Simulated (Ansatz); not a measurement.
BaZrO₃:
```xyz
5
Lattice="4.2272 0.0000 0.0000 0.0000 4.2272 0.0000 0.0000 0.0000 4.2272" Properties=species:S:1:pos:R:3 pbc="T T T"
O      0.0000     2.1136     2.1136
O      2.1136     0.0000     2.1136
O      2.1136     2.1136     0.0000
Ba     0.0000     0.0000     0.0000
Zr     2.1136     2.1136     2.1136
```

Relaxed with PBE.

Problem. Give the optical modes at the zone centre with their infrared and Raman activity from DFPT, DFT-PBE in the program Ansatz with PAW potentials.

Solution. Transverse frequencies, without the LO–TO term; a row sums one degenerate level.

| ω (cm⁻¹) | degeneracy | IR ((D/Å)²/amu) | Raman (Å⁴/amu) | activity | symmetry |
|---|---|---|---|---|---|
| 86 | 3 | 40.54 | 0 | IR | T1u |
| 182 | 3 | 78.10 | 0 | IR | T1u |
| 186 | 3 | 0.00 | 0 | silent | T2u |
| 472 | 3 | 49.87 | 0 | IR | T1u |

Problem. How high does the top mode go among those that the LO–TO term moves?

Solution. 662 cm⁻¹ for q along x.

Space group Pm-3m (cubic perovskite). The cell was relaxed with PBE under the symmetry of its start. At this level the phase is dynamically unstable (imaginary phonons). No spin polarisation was allowed. Spin–orbit coupling is left out wherever it is not named.

Potentials: the later of the program's two PAW sets.
